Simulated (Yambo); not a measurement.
Quantum ESPRESSO input (LDA, PseudoDojo standard norm-conserving files, scalar-relativistic) whose wavefunctions are converted with p2y:

```
&CONTROL
  calculation = 'nscf'
  pseudo_dir = './pseudo'
  outdir = './out'
/
&SYSTEM
  ibrav = 0
  nat = 2
  ntyp = 2
  ecutwfc = 84.0
  ecutrho = 336.0
  occupations = 'fixed'
  force_symmorphic = .true.
  nbnd = 135
/
&ELECTRONS
  conv_thr = 2e-09
  diago_full_acc = .true.
  diago_thr_init = 1e-08
/
ATOMIC_SPECIES
Ga 69.7230 Ga.upf
Sb 121.7600 Sb.upf
CELL_PARAMETERS angstrom
  0.000000000000   3.023734344000   3.023734344000
  3.023734344000   0.000000000000   3.023734344000
  3.023734344000   3.023734344000   0.000000000000
ATOMIC_POSITIONS crystal
Ga   0.000000000000   0.000000000000   0.000000000000
Sb   0.250000000000   0.250000000000   0.250000000000
K_POINTS automatic
2 2 2 0 0 0
```

Yambo's initialisation report on symmetry, reciprocal space, the k grid and the gaps on this mesh:

```
  [02.02] Symmetries
  ==================

  Inversion symmetry    : yes
  Spatial inversion     : no
  Inversion index       :  25
  K-space Time-reversal : yes
  Magnetic symmetries   : no
  Time-reversal derived K-space symmetries:   25   48
  Group table correct   : yes
  Symmetries units      :  [cc]

  [02.03] Reciprocal space
  ========================

  nG shells         :   373
  nG charge         :   38781
  nG WFs            :   5745
  nC WFs            :   4909
  G-vecs. in first 37 shells:  [ Number ]
     1    9   15   27   51   59   65   89  113
    137   169   181   229   259   283   307   331   339
    387   411   459   531   537   561   609   645   701
    725   749   821   869   893   941   965  1037  1067
   1139
  ...
  Shell energy in first 37 shells:  [ mHa ]
    0.00000      453.426      604.567      1209.13      1662.56      1813.70      2418.27      2871.70      3022.84
    3627.40      4080.83      4836.54      5289.96      5441.11      6045.67      6499.10      6650.24      7254.81
    7708.23      7859.38      8463.94      8917.37      9673.08      10126.5      10277.6      10882.2      11335.6
    11486.8      12091.3      12544.8      12695.9      13300.5      13753.9      14509.6      14963.0      15114.2
    15718.8
  ...

  [02.04] K-grid lattice
  ======================

  Compatible Grid is   : 3D
  Base K vectors       :  K_min[ 1 ]  K_min[ 2 ]  K_min[ 3 ]
  K_min[ 1 ] :  0.500000  0.500000  0.500000 [rlu]
  K_min[ 2 ] : -0.500000  0.000000  0.000000 [rlu]
  K_min[ 3 ] :  0.000000 -0.500000  0.000000 [rlu]
  Grid dimensions      :  2  2  2
  K lattice UC volume  :  0.083098 [a.u.]

  IBZ K-points                                      :  3
  BZ  K-points                                      :   8

  K/Q-points units:
  rlu = crystal or reduced units; cc = cartesian coordinates; iku = interal k-units

  K [1]          [rlu]:  0.000000  0.000000  0.000000
         WF components:   4909
  K [2]          [rlu]:  0.000000  0.000000 -0.500000
         WF components:   4850
  K [3]          [rlu]:  0.000000 -0.500000 -0.500000
         WF components:   4824

  [02.05] Energies & Occupations
  ==============================

  [X] === General ===
  [X] Electronic Temperature                        :  0.000000  0.000000 [eV K]
  [X] Bosonic    Temperature                        :  0.000000  0.000000 [eV K]
  [X] Finite Temperature mode                       : no
  [X] El. density                                   :  0.50640E+24 [cm-3]
  [X] Fermi Level                                   :  8.477331 [eV]

  [X] === Gaps and Widths ===
  [X] Conduction Band Min                           :  0.067167 [eV]
  [X] Valence Band Max                              :  0.000000 [eV]
  [X] Filled Bands                                  :  14
  [X] Empty Bands                                   :   15  135
  [X] Direct Gap                                    :  0.067167 [eV]
  [X] Direct Gap localized at k                     :  1
  [X] Indirect Gap                                  :  0.067167 [eV]
  [X] Indirect Gap between kpts                     :  1  1
  [X] Last valence band width                       :  2.686770 [eV]
  [X] 1st conduction band width                     :  0.743384 [eV]
```
The gaps are LDA values on this mesh alone; only operations without fractional translations are kept.

Spin-orbit coupling is not included.

Geometry relaxed with LDA.
